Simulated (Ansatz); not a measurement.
NbSiAs:
```
NbSiAs
1.0
    3.50295     0.00000     0.00000
    0.00000     3.50295     0.00000
    0.00000     0.00000     7.92120
As Si Nb
2 2 2
Direct
  0.50000   0.00000   0.61330
  0.00000   0.50000   0.38670
  0.00000   0.00000   0.00000
  0.50000   0.50000   0.00000
  0.50000   0.00000   0.25423
  0.00000   0.50000   0.74577
```

Relaxed with r²SCAN.

**Question.** Map the valence electron density (e/Å³), cut off at 2 on the plane through (0.500, 0.000, 0.613) spanned by u = [1, 0, 0] and v = [0, 0, 1] in lattice vectors, from r²SCAN (plane waves, PAW; program Ansatz).

**Answer.** x is the fraction of u, y of v (the angle between them is 90°; rows are the nearest grid lines); atoms in the plane: As at (0.00, 0.00), Si at (0.50, 0.39), Nb at (0.00, 0.64).
```
y \ x   0.000  0.111  0.167  0.278  0.389  0.444  0.556  0.611  0.722  0.833  0.889   1.00
------  -----  -----  -----  -----  -----  -----  -----  -----  -----  -----  -----  -----
1.00     2.00   2.00   2.00  0.515  0.214  0.157  0.157  0.214  0.515   2.00   2.00   2.00
0.925    2.00   1.54  0.796  0.298  0.125  0.092  0.092  0.125  0.298  0.796   1.54   2.00
0.850   0.395  0.327  0.264  0.154  0.096  0.084  0.084  0.096  0.154  0.264  0.327  0.395
0.775   0.462  0.353  0.271  0.169  0.141  0.139  0.139  0.141  0.169  0.271  0.353  0.462
0.700    2.00   2.00   2.00  0.400  0.186  0.173  0.173  0.186  0.400   2.00   2.00   2.00
0.625    2.00   2.00   2.00  0.588  0.194  0.175  0.175  0.194  0.588   2.00   2.00   2.00
0.550    2.00   1.47  0.919  0.377  0.286  0.278  0.278  0.286  0.377  0.919   1.47   2.00
0.450   0.227  0.272  0.323  0.444  0.400  0.321  0.321  0.400  0.444  0.323  0.272  0.227
0.375   0.160  0.205  0.260  0.361  0.172  0.076  0.076  0.172  0.361  0.260  0.205  0.160
0.300   0.083  0.113  0.151  0.275  0.391  0.410  0.410  0.391  0.275  0.151  0.113  0.083
0.225   0.074  0.087  0.104  0.165  0.242  0.270  0.270  0.242  0.165  0.104  0.087  0.074
0.150   0.248  0.233  0.219  0.191  0.175  0.173  0.173  0.175  0.191  0.219  0.233  0.248
0.0750   2.00   1.53  0.836  0.400  0.222  0.184  0.184  0.222  0.400  0.836   1.53   2.00
0.000    2.00   2.00   2.00  0.515  0.214  0.157  0.157  0.214  0.515   2.00   2.00   2.00
```

The density is the valence pseudo-density with augmentation charge, so density and ELF within about 1 Å of a nucleus are not all-electron values.

Space group P4/nmm. The workflow started from an entry of the Crystallography Open Database (COD). Whether it is the stable phase at ambient conditions was not checked. Symmetry was held in the r²SCAN relaxation; whether a distortion lowers the energy is not shown. No spin polarisation was allowed.

Potentials: the later of the program's two PAW sets.
